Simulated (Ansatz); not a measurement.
All numbers below come from DFT PBE, scalar-relativistic, plane waves, PAW in Ansatz 0.2.0. Settings: cutoff 420 eV, Γ-centred meshes spaced at most about 0.3 Å⁻¹, and about 0.25 Å⁻¹ or finer for metals (2π included), Gaussian smearing. No spin polarisation in the final relaxations.

Temperature and zero-point effects are left out.

Two relaxed structures of Si2SnB3:

1.

```
Si Sn B
1.0
     3.35330   -4.06044    0.00000
     3.35330    4.06044    0.00000
     0.00000    0.00000    2.95732
Si Sn B
2 1 3
Direct
  0.50000 0.00000 0.66403
  0.00000 0.50000 0.33597
  0.00000 0.00000 0.00000
  0.60779 0.39221 0.50000
  0.39221 0.60779 0.50000
  0.50000 0.50000 0.00000
```

2.

```
Si Sn B
1.0
     2.65642   -4.79674    0.00000
     2.65642    4.79674    0.00000
     0.00000    0.00000    2.94503
Si Sn B
2 1 3
Direct
  0.50000 0.00000 0.50000
  0.00000 0.50000 0.50000
  0.00000 0.00000 0.00000
  0.59654 0.40346 0.00000
  0.40346 0.59654 0.00000
  0.50000 0.50000 0.50000
```

**Question.** Which form is favoured at zero pressure, and by what margin per atom?

**Answer.** Cell 1 is lower, by 274 meV/atom. Cell 1 has space group C222 (No. 21), 13.4 Å³/atom and no gap on its mesh; cell 2 has space group Cmmm (No. 65), 12.5 Å³/atom and no gap. The shortest distance is 1.72 Å (B–B) in cell 1 and 1.74 Å (B–B) in cell 2. Cell 1 and cell 2 both hold B–B chains. The lower one is the more open, so pressure narrows the difference. Even the lower one lies +0.43 eV/atom against the reference forms of the elements (uncorrected), so neither is stable at this level. In cell 1, Si has 2 B at 2.09 Å, 2 B at 2.81 Å and 2 Sn at 2.81 Å; Sn has 4 Si at 2.81 Å and 2 Sn at 2.96 Å; B on a site of symmetry 2 has 3 B at 1.72–1.75 Å and 2 Si at 2.09 Å; 1 more site not described. In cell 2, Si is surrounded by 4 B at 2.47 Å, 2 Si at 2.66 Å, 2 B at 2.74 Å, 2 Si at 2.95 Å and 4 Sn at 3.11 Å; Sn is surrounded by 4 B at 2.81 Å, 2 Sn at 2.95 Å, 4 B at 3.04 Å and 8 Si at 3.11 Å; B on a site of symmetry m2m is surrounded by 2 B at 1.74 Å, 1 B at 1.85 Å, 4 Si at 2.47 Å and 2 Sn at 2.81 Å; 1 more site not described. Both come from invented guesses.

A magnetic state wasn't ruled out in cells without spin, among them C222, Cmmm. Cells relaxed within their symmetry can be saddle points.
